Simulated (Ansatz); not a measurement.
Level of theory: DFT PBE, scalar-relativistic, plane waves, PAW (Ansatz). Cutoff 420 eV, Γ-centred meshes of about 0.25 Å⁻¹ or finer for metals and 0.3 Å⁻¹ for insulators (2π included), Gaussian smearing. Collinear spin where magnetic atoms keep a moment.

Temperature and zero-point effects are left out.

Two relaxed structures of CsVCoN3:

A. (ferromagnetic moments up to 1.9 μB) Space group P4/mmm (No. 123), tetragonal, a = 3.889 Å, c = 7.538 Å. Around Cs lie 4 N at 2.75 Å and 2 V at 3.77 Å; V is surrounded by 4 N at 1.94 Å, 4 Co at 2.75 Å and 2 Cs at 3.77 Å; around Co lie 4 N at 1.94 Å and 4 V at 2.75 Å; around N on a site of symmetry mmm lie 2 Co at 1.94 Å and 2 V at 1.94 Å; N on a site of symmetry 4/mmm is surrounded by 4 Cs at 2.75 Å.

B. (ferromagnetic moments up to 1.1 μB) Space group P4mm (No. 99), tetragonal, a = 3.764 Å, c = 7.265 Å. Cs is surrounded by 4 N at 3.02 Å, 1 Co at 3.52 Å, 1 Co at 3.74 Å, 4 Cs at 3.76 Å, 4 N at 4.00 Å, 4 V at 4.05 Å and 4 N at 4.18 Å; V has 1 N at 1.63 Å, 4 N at 2.00 Å, 4 Co at 2.75 Å, 4 V at 3.76 Å and 4 Cs at 4.05 Å; around Co lie 4 N at 1.88 Å, 4 V at 2.75 Å, 1 Cs at 3.52 Å, 4 N at 3.53 Å, 1 Cs at 3.74 Å and 4 Co at 3.76 Å; around N on a site of symmetry 2mm lie 2 Co at 1.88 Å and 2 V at 2.00 Å; N on a site of symmetry 4mm is surrounded by 1 V at 1.63 Å, 4 N at 2.98 Å and 4 Cs at 3.02 Å.

Question: Which is lower in energy, and by how much?

Answer: B is lower, by 0.87 eV/atom. A has space group P4/mmm (No. 123), 19.0 Å³/atom and no gap on its mesh; B has space group P4mm (No. 99), 17.2 Å³/atom and no gap. Counting N atoms around Co, Cs and V (those within 1.25 times the shortest such distance or 1.15 times the sum of covalent radii; a plus sign parts nearer from farther groups), A has Cs 4, V 4, Co 4 and B has Cs 4, V 1+4, Co 4. The denser one is the lower, and pressure would at first widen the difference. Both come from trial cells of a structure search.

Another magnetic order may lie lower. Cells relaxed within their symmetry can be saddle points.
